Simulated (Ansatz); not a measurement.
La3In:
```xyz
4
Lattice="4.9028 0.0000 0.0000 0.0000 4.9028 0.0000 0.0000 0.0000 4.9028" Properties=species:S:1:pos:R:3 pbc="T T T"
La     2.4514     2.4514     0.0000
La     0.0000     2.4514     2.4514
La     2.4514     0.0000     2.4514
In     0.0000     0.0000     0.0000
```

This is the LDA-relaxed structure.

Question: All from DFT-LDA in the program Ansatz with PAW potentials, unless another level is named. Estimate the bulk modulus (Birch–Murnaghan fit).

Answer: 48.5 GPa.

Question: Next, the elastic constants (relaxed ions, GPa)?

Answer: C11 = 71.1, C12 = 37.0, C44 = 30.4.

Question: Give the highest zone-centre frequency.

Answer: 108 cm⁻¹.

Space group Pm-3m (Cu3Au type). The first step of the workflow began from a Materials Project structure, measured or hypothetical; the Crystallography Open Database files this formula in space group No. 221, but the cells were not matched. Its standing as an ambient phase is unchecked. Symmetry was held in the LDA relaxation; of distortions, only those at the zone centre were tested. As this level gives no gap, shear constants depend on the k-mesh and smearing (Fermi–Dirac, 0.1 eV here). As this level gives no gap, phonon frequencies hold no LO–TO term and depend on the k-mesh and smearing (Fermi–Dirac, 0.1 eV here). Spin–orbit coupling is left out wherever it is not named.

Potentials: the later of the program's two PAW sets.
